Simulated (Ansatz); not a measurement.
ZnO with an O vacancy: do the settings matter for the field gradients?

This input was run with Ansatz:

```yaml
crystal:
  lattice:
    - [6.498616, 0.0, 0.0]
    - [-3.249308, 5.6279665454, 0.0]
    - [0.0, 0.0, 10.411418]
  atoms:
    - { symbol: Zn, position: [0.1666666666, 0.3333333334, 0.25], spin: 0.5 }
    - { symbol: Zn, position: [0.1666666666, 0.3333333334, 0.75] }
    - { symbol: Zn, position: [0.1666666666, 0.8333333334, 0.25], spin: 0.5 }
    - { symbol: Zn, position: [0.1666666666, 0.8333333334, 0.75] }
    - { symbol: Zn, position: [0.6666666666, 0.3333333334, 0.25], spin: 0.5 }
    - { symbol: Zn, position: [0.6666666666, 0.3333333334, 0.75] }
    - { symbol: Zn, position: [0.6666666666, 0.8333333334, 0.25] }
    - { symbol: Zn, position: [0.6666666666, 0.8333333334, 0.75] }
    - { symbol: Zn, position: [0.3333333334, 0.1666666666, 0.0], spin: 0.5 }
    - { symbol: Zn, position: [0.3333333334, 0.1666666666, 0.5] }
    - { symbol: Zn, position: [0.3333333334, 0.6666666666, 0.0] }
    - { symbol: Zn, position: [0.3333333334, 0.6666666666, 0.5] }
    - { symbol: Zn, position: [0.8333333334, 0.1666666666, 0.0] }
    - { symbol: Zn, position: [0.8333333334, 0.1666666666, 0.5] }
    - { symbol: Zn, position: [0.8333333334, 0.6666666666, 0.0] }
    - { symbol: Zn, position: [0.8333333334, 0.6666666666, 0.5] }
    - { symbol: O, position: [0.3333333334, 0.1666666666, 0.689505] }
    - { symbol: O, position: [0.3333333334, 0.6666666666, 0.189505] }
    - { symbol: O, position: [0.3333333334, 0.6666666666, 0.689505] }
    - { symbol: O, position: [0.8333333334, 0.1666666666, 0.189505] }
    - { symbol: O, position: [0.8333333334, 0.1666666666, 0.689505] }
    - { symbol: O, position: [0.8333333334, 0.6666666666, 0.189505] }
    - { symbol: O, position: [0.8333333334, 0.6666666666, 0.689505] }
    - { symbol: O, position: [0.1666666666, 0.3333333334, 0.439505] }
    - { symbol: O, position: [0.1666666666, 0.3333333334, 0.939505] }
    - { symbol: O, position: [0.1666666666, 0.8333333334, 0.439505] }
    - { symbol: O, position: [0.1666666666, 0.8333333334, 0.939505] }
    - { symbol: O, position: [0.6666666666, 0.3333333334, 0.439505] }
    - { symbol: O, position: [0.6666666666, 0.3333333334, 0.939505] }
    - { symbol: O, position: [0.6666666666, 0.8333333334, 0.439505] }
    - { symbol: O, position: [0.6666666666, 0.8333333334, 0.939505] }
magnetization:
  spin_polarized: true
kpoints:
  mp_grid: { grid: [1, 1, 1] }
scf:
  occupations: { method: fermi_dirac, width: 0.01 }
hamiltonian:
  xc: pbe
  pseudopotentials: { kind: paw }
output:
  forces: true
  stress: true
  populations: true
  efg:
    quadrupole_moments_barn: { Zn: 0.122, O: -0.02558 }
    contact_densities: true
```

It converged. Of its output the block on the nuclei alone is shown, without the SCF iterations, energies, forces and stress (one atom of each set, the first 14 sets):

```
--- PAW observables at the nuclei: V_zz in 10²¹ V/m², potentials from the cell's mean, atoms counted from 1 ---
  atom   1  Zn V_zz =    +8.875058   η = 0.0790   by run symmetry: allowed   C_q = +26.1809 MHz
            electrostatic potential = -3944.060800 V   contact ρ = 166600.130634 e/Å³   contact ρ_s (e/Å³): all electrons -0.000019, valence -0.000018
  atom   2  Zn V_zz =    +1.762353   η = 0.0195   by run symmetry: allowed   C_q = +5.1988 MHz
            electrostatic potential = -3944.897389 V   contact ρ = 166590.098683 e/Å³   contact ρ_s (e/Å³): all electrons -0.000002, valence -0.000002
  atom   7  Zn V_zz =    +0.577430   η = 0.0000   by run symmetry: allowed   C_q = +1.7034 MHz
            electrostatic potential = -3944.661029 V   contact ρ = 166588.810042 e/Å³   contact ρ_s (e/Å³): all electrons -0.000003, valence -0.000003
  atom   8  Zn V_zz =    +1.418512   η = 0.0000   by run symmetry: allowed   C_q = +4.1845 MHz
            electrostatic potential = -3944.942161 V   contact ρ = 166589.934131 e/Å³   contact ρ_s (e/Å³): all electrons -0.000000, valence +0.000000
  atom   9  Zn V_zz =   +10.535323   η = 0.0000   by run symmetry: allowed   C_q = +31.0786 MHz
            electrostatic potential = -3944.032939 V   contact ρ = 166594.695051 e/Å³   contact ρ_s (e/Å³): all electrons -0.000012, valence -0.000011
  atom  10  Zn V_zz =    +1.078816   η = 0.0000   by run symmetry: allowed   C_q = +3.1824 MHz
            electrostatic potential = -3944.804996 V   contact ρ = 166589.265018 e/Å³   contact ρ_s (e/Å³): all electrons -0.000003, valence -0.000003
  atom  11  Zn V_zz =    +1.657876   η = 0.0526   by run symmetry: allowed   C_q = +4.8906 MHz
            electrostatic potential = -3944.744838 V   contact ρ = 166588.981660 e/Å³   contact ρ_s (e/Å³): all electrons -0.000004, valence -0.000004
  atom  12  Zn V_zz =    +1.206801   η = 0.1190   by run symmetry: allowed   C_q = +3.5600 MHz
            electrostatic potential = -3944.835102 V   contact ρ = 166590.473371 e/Å³   contact ρ_s (e/Å³): all electrons -0.000001, valence -0.000002
  atom  17  O  V_zz =    +2.934478   η = 0.0000   by run symmetry: allowed   C_q = -1.8150 MHz
            electrostatic potential = -624.143139 V   contact ρ = 2155.324609 e/Å³   contact ρ_s (e/Å³): all electrons +0.000000, valence +0.000000
  atom  18  O  V_zz =    +3.617644   η = 0.8834   by run symmetry: allowed   C_q = -2.2376 MHz
            electrostatic potential = -623.592971 V   contact ρ = 2157.026873 e/Å³   contact ρ_s (e/Å³): all electrons +0.000016, valence +0.000018
  atom  19  O  V_zz =    +3.240370   η = 0.0210   by run symmetry: allowed   C_q = -2.0042 MHz
            electrostatic potential = -624.169196 V   contact ρ = 2155.655152 e/Å³   contact ρ_s (e/Å³): all electrons +0.000000, valence +0.000000
  atom  24  O  V_zz =    +3.486881   η = 0.1597   by run symmetry: allowed   C_q = -2.1567 MHz
            electrostatic potential = -623.976651 V   contact ρ = 2155.857267 e/Å³   contact ρ_s (e/Å³): all electrons +0.000008, valence +0.000009
  atom  25  O  V_zz =    +3.060252   η = 0.2878   by run symmetry: allowed   C_q = -1.8928 MHz
            electrostatic potential = -623.967091 V   contact ρ = 2155.863383 e/Å³   contact ρ_s (e/Å³): all electrons +0.000008, valence +0.000009
  atom  30  O  V_zz =    +2.684693   η = 0.0000   by run symmetry: allowed   C_q = -1.6605 MHz
            electrostatic potential = -624.097230 V   contact ρ = 2155.378628 e/Å³   contact ρ_s (e/Å³): all electrons +0.000000, valence -0.000000
```

Q: Can these gradients be trusted, and how do they compare with a run on standard settings?

A: Not as converged values. Against the standard input the change is `kpoints.mp_grid.grid`: [3, 3, 2] → [1, 1, 1]. A site carries the number of its first atom; V_zz in 10²¹ V/m².

```
site  atom  V_zz standard  η standard  V_zz here  η here
 Zn1     1           6.51        0.01       8.88    0.08
 Zn2     2           0.23        0.24       1.76    0.02
 Zn8     8           0.13        0.00       1.42    0.00
 Zn9     9           7.00        0.00      10.54    0.00
Zn10    10          0.044        0.00       1.08    0.00
Zn11    11           0.23        0.20       1.66    0.05
Zn12    12         -0.095        0.39       1.21    0.12
 O17    17          -0.17        0.00       2.93    0.00
 O18    18           0.89        0.13       3.62    0.88
 O19    19          -0.20        0.01       3.24    0.02
 O24    24           0.45        0.19       3.49    0.16
 O25    25           0.55        0.39       3.06    0.29
 O30    30          -0.14        0.00       2.68    0.00
 O31    31          -0.14        0.00       2.60    0.00
```

The largest change of V_zz along a kept axis is on Zn9, from 7.00 to 10.54. Small gradients that grow severalfold: O24 (0.45 to 3.49), Zn11 (0.23 to 1.66), Zn2 (0.23 to 1.76), O19 (-0.20 to 3.24) and 6 more sites. Where |V_zz| stays above 0.1 and the axes keep their order, η moves most on Zn2, from 0.24 to 0.02. On O18, O24 V_xx and V_yy change places (or their axes turn by over 50°), so the two values of η hide a larger change. V_zz changes sign on O19 (same axis), O17 (same axis), O30 (same axis), O31 (same axis). On O25, Zn12 the largest principal value lies along another axis in the second run, so the two V_zz can't be compared directly. The table leaves out 1 of the 15 sites, with |V_zz| up to 0.58; their tensors move by 0.60 at most along any direction. The statements above cover all sites. SCF iterations: 15 and 14. In the changed run the k-mesh is coarser than the standard one, so its values aren't converged ones.

On the reference run: The defect repeats with the cell of 31 atoms, so it feels its images: sites between two images don't show the values beside a lone defect, and zeros or small values of η there can come from the images' arrangement. O and Zn carry a gradient in the pure host already, so the values there aren't the defect's effect alone. With a gap of 0.4 eV on this mesh, small gradients can still move by 0.1 × 10²¹ V/m² or more as the k-mesh gets denser. The start moments die out, and the run ends without spin. The neighbours have not yet relaxed around the defect (largest force 0.93 eV/Å), so a real crystal will differ.
